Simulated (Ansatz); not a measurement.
Al2O3 (corundum)

```
Al2O3
1.0
    2.40441     1.38819     4.37463
   -2.40441     1.38819     4.37463
    0.00000    -2.77638     4.37463
Al O
4 6
Direct
  0.35215   0.35215   0.35215
  0.14785   0.14785   0.14785
  0.64785   0.64785   0.64785
  0.85215   0.85215   0.85215
  0.55618   0.94382   0.25000
  0.25000   0.55618   0.94382
  0.94382   0.25000   0.55618
  0.44382   0.05618   0.75000
  0.75000   0.44382   0.05618
  0.05618   0.75000   0.44382
```

These are PBE (plane waves to 420 eV, PAW, scalar-relativistic; Ansatz, a quantum-chemistry and plane-wave program) values and carry that method's errors. Harmonic phonons by density-functional perturbation theory on a 6×6×6 k mesh, in cm⁻¹; i marks imaginary ones, q is in fractions of the reciprocal vectors of the cell shown, and the three acoustic modes at Γ are left out. The non-analytic (LO-TO) term is not included, so polar modes at Γ have their transverse values. Al2O3 was relaxed with its symmetry unable to fall.

Task: Does any mode at Γ come out imaginary?

Result: No imaginary mode at these points (lowest 285 cm⁻¹ at Γ); other wave vectors were not tested.

Task: List the wavenumbers at Γ, with degeneracies.

Result: 
```tsv
q	wavenumbers (cm⁻¹)
Γ	285, 358 (×2), 363 (×2), 373, 394, 406 (×2), 414 (×2), 425 (×2), 511, 537 (×2), 549, 550 (×2), 577, 601 (×2), 609, 663, 712 (×2), 718
```
